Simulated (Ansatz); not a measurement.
Simulated powder pattern, Cu Kα, λ = 1.54184 Å (kinematic, ideal powder, no thermal factors, no anomalous dispersion; the 30 strongest lines at most, above 1 %, up to 2θ = 90°):

```csv
2θ (°),I/Imax (%)
32.20,8.0
33.38,43
34.78,34
36.72,100
41.78,23
48.12,5.0
55.46,9.7
57.41,23
63.63,19
68.05,4.9
68.90,25
70.11,13
72.60,4.0
73.42,3.4
73.48,3.9
78.10,1.1
83.93,2.6
```

The pattern belongs to a structure relaxed with PBE in the plane-wave PAW code Ansatz.

**Question.** Pick the material that matches.
(A) Mg, dhcp (α-La type)
(B) Cr, bcc (W type)
(C) Ge, diamond
(D) HfO2, P2_1/c (Hf on 4e, O on 4e, O on 4e)

**Answer.** A, Mg, dhcp (α-La type)

**Question.** Give the lattice parameters.

**Answer.** a = 3.210 Å, c = 10.317 Å.

Space group P6_3/mmc (dhcp (α-La type)). The workflow started from a Materials Project entry (that database holds measured and hypothetical structures alike). Its sites differ from those of the usual phase in this space group: another stacking or structure type. Symmetry was held in the PBE relaxation; whether a distortion lowers the energy is not shown. Axis ratios of metals converge slowly with the k-mesh, so a and c are less sure than the volume.

Potentials: the later of the program's two PAW sets.
